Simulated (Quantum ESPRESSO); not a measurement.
# Pd3TiAlZr2Au: one composition in several site orders

Simulated, not a measurement. The program is pw.x of Quantum ESPRESSO 7.5 (plane-wave density functional theory). The cell is made up: eight metal atoms on a hexagonal close-packed lattice, with elements, volume, strain and displacements drawn at random and not relaxed, so it may be unstable or far from any real phase. PseudoDojo standard norm-conserving files set the functional (PBE unless stated); there is no spin polarisation or spin-orbit coupling, the Fermi-Dirac width of 0.25 eV means electrons at about 2900 K, and the masses in the input are unused placeholders. Heavy elements are run without spin-orbit coupling, which real alloys of them have. A spin test at this wide smearing found no moment, but such smearing suppresses magnetism that the real alloy may have.

The runs put one composition on the sites in different orders. Cell, positions, cutoff, mesh and smearing stay as in the input of run 1; sites are counted in its order. Stress in the tables is positive in tension.

Input of run 1:

```
&control calculation='scf', pseudo_dir='./dojo.nc.sr.pbe.v0_5.standard.upf', outdir='./o', disk_io='minimal', tprnfor=.true., tstress=.true. /
&system ibrav=0, nat=8, ntyp=5, nbnd=72, ecutwfc=84.00895049, nosym=.true., tot_charge=0,
 occupations='smearing', smearing='fd', degauss=0.0183746611
/
&electrons conv_thr=1.470e-08, electron_maxstep=70, mixing_beta=0.5 /
ATOMIC_SPECIES
Al 1.0 Al.upf
Au 1.0 Au.upf
Pd 1.0 Pd.upf
Ti 1.0 Ti.upf
Zr 1.0 Zr.upf
CELL_PARAMETERS angstrom
-3.0278 -0.0199 0.0462
0.0345 5.1281 -0.0338
1.6448 -2.4916 -9.595
ATOMIC_POSITIONS angstrom
Pd 0.0698 -0.0734 0.0917
Ti 0.0324 1.6766 -2.4296
Al 0.1321 0.0132 -4.7623
Zr 0.2125 1.7468 -7.2628
Pd -1.4945 2.4945 0.0599
Pd -1.4921 4.3554 -2.414
Zr -1.3939 2.6283 -4.8235
Au -1.3703 -0.7442 -7.1635
K_POINTS automatic
8 5 3 1 1 1
```

| run | elements on sites 1 to 8 | free energy less that of run 1 (eV) | -TS (eV) | pressure (GPa) | stress xx (GPa) | stress yy (GPa) | stress zz (GPa) | stress yz (GPa) | stress xz (GPa) | stress xy (GPa) | iterations |
| --- | --- | --- | --- | --- | --- | --- | --- | --- | --- | --- | --- |
| 1 | Pd Ti Al Zr Pd Pd Zr Au | 0.000 | -1.551 | -4.36 | 2.32 | 4.92 | 5.84 | -0.14 | -0.62 | 0.78 | 21 |
| 2 | Au Pd Zr Pd Zr Ti Pd Al | -0.917 | -1.521 | -5.58 | 3.03 | 10.51 | 3.20 | 1.54 | -1.42 | 0.81 | 21 |
| 3 | Pd Zr Zr Pd Pd Ti Au Al | -0.094 | -1.529 | -5.07 | 3.36 | 5.92 | 5.93 | -2.20 | -1.09 | 0.94 | 22 |
| 4 | Ti Zr Pd Pd Al Pd Au Zr | -1.114 | -1.438 | -6.41 | 4.56 | 8.90 | 5.78 | 0.78 | -1.08 | 0.94 | 20 |
| 5 | Ti Zr Pd Al Pd Pd Au Zr | -1.108 | -1.515 | -6.32 | 4.87 | 6.55 | 7.55 | 1.36 | -0.88 | 1.12 | 22 |
| 6 | Pd Au Ti Pd Zr Zr Pd Al | -0.965 | -1.521 | -5.62 | 3.24 | 10.14 | 3.49 | 1.65 | -1.38 | 0.89 | 20 |

Forces Fx Fy Fz (eV/Å):

| site | run 1 | run 2 | run 3 | run 4 | run 5 | run 6 |
| --- | --- | --- | --- | --- | --- | --- |
| 1 | -0.12 0.12 -0.48 | -0.21 0.34 -0.59 | -0.15 0.15 -0.79 | -0.12 -0.20 -0.39 | -0.10 -0.69 -0.72 | -0.16 0.32 -0.14 |
| 2 | 0.08 0.11 1.37 | -0.05 0.38 0.01 | -0.11 1.02 1.48 | -0.03 0.50 -0.53 | 0.04 0.60 0.08 | -0.12 0.73 -0.19 |
| 3 | -0.10 0.39 0.35 | -0.19 0.66 -0.30 | -0.14 0.03 -1.24 | -0.08 0.12 -0.28 | -0.08 0.18 -0.40 | -0.20 0.46 -0.82 |
| 4 | -0.23 0.24 -1.48 | 0.00 -0.30 0.73 | 0.02 -0.17 0.46 | -0.09 0.12 -0.45 | -0.12 0.42 0.51 | -0.02 -0.36 0.59 |
| 5 | 0.03 -0.01 -0.70 | 0.03 -0.08 -0.90 | 0.06 -0.08 -0.10 | 0.09 0.12 -0.50 | 0.04 0.25 -0.33 | 0.02 -0.02 -0.33 |
| 6 | 0.02 0.06 -0.45 | 0.29 -0.48 0.67 | 0.39 -0.65 1.76 | 0.17 -0.45 0.96 | 0.18 -0.24 0.71 | 0.33 -0.70 0.30 |
| 7 | 0.14 -0.69 1.06 | 0.09 0.17 0.08 | 0.00 -0.04 -0.28 | -0.08 -0.38 0.08 | -0.14 -0.39 -0.06 | 0.09 0.21 -0.13 |
| 8 | 0.20 -0.22 0.34 | 0.04 -0.68 0.29 | -0.06 -0.26 -1.28 | 0.15 0.17 1.10 | 0.18 -0.12 0.20 | 0.06 -0.65 0.73 |

The sites are displaced and not relaxed, so the energy differences mix bonding between neighbours with strain and are not ordering energies. A rerun of one cell of this series at a higher cutoff and on a denser mesh moved values by no more than 0.005 eV in energy, 0.02 GPa in stress and 0.006 eV/Å in force, and a second program with other atomic files agreed on that cell to 2 % rms in force and 0.5 GPa in pressure.